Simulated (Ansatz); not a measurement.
Total density of states per atom from the program Ansatz at the r²SCAN level (PAW), in 0.25 eV bins, energy from the Fermi level:

(E (eV), states/eV/atom): (-7.85, 0.00); (-7.60, 0.11); (-7.35, 0.17); (-7.10, 0.24); (-6.85, 0.33); (-6.60, 0.37); (-6.35, 0.61); (-6.10, 0.63); (-5.85, 0.63); (-5.60, 0.27); (-5.35, 0.35); (-5.10, 0.47); (-4.85, 0.53); (-4.60, 0.60); (-4.35, 0.60); (-4.10, 0.61); (-3.85, 0.63); (-3.60, 0.82); (-3.35, 0.95); (-3.10, 0.84); (-2.85, 0.78); (-2.60, 0.73); (-2.35, 0.42); (-2.10, 0.24); (-1.85, 0.41); (-1.60, 0.70); (-1.35, 0.92); (-1.10, 0.90); (-0.85, 0.61); (-0.60, 0.30); (-0.35, 0.16); (-0.10, 0.05); (0.15, 0.14); (0.40, 0.46); (0.65, 0.38); (0.90, 0.42); (1.15, 0.49); (1.40, 0.67); (1.65, 0.62); (1.90, 0.57); (2.15, 0.72); (2.40, 0.81); (2.65, 0.98); (2.90, 1.07); (3.15, 1.01); (3.40, 0.97); (3.65, 0.82); (3.90, 1.09)

**Question.** Which compound is it?
A) Mo, bcc (W type)
B) TaAs, I4_1md (Ta on 4a, As on 4a)
C) ZnS, wurtzite
D) Mg, hcp (Mg type)

**Answer.** B, TaAs, I4_1md (Ta on 4a, As on 4a). Within 0.5 eV of the Fermi level: Ta 5d 87 %, As 4p 9 %. Projections are on Löwdin-orthogonalised atomic valence shells; empty p or d shells of many metals are not among them.

The cell was relaxed with r²SCAN under the symmetry of its start. The run is not spin-polarised. A small band overlap can be real or an error of a semilocal functional. Spin–orbit coupling is left out wherever it is not named.

Potentials: the later of the program's two PAW sets.
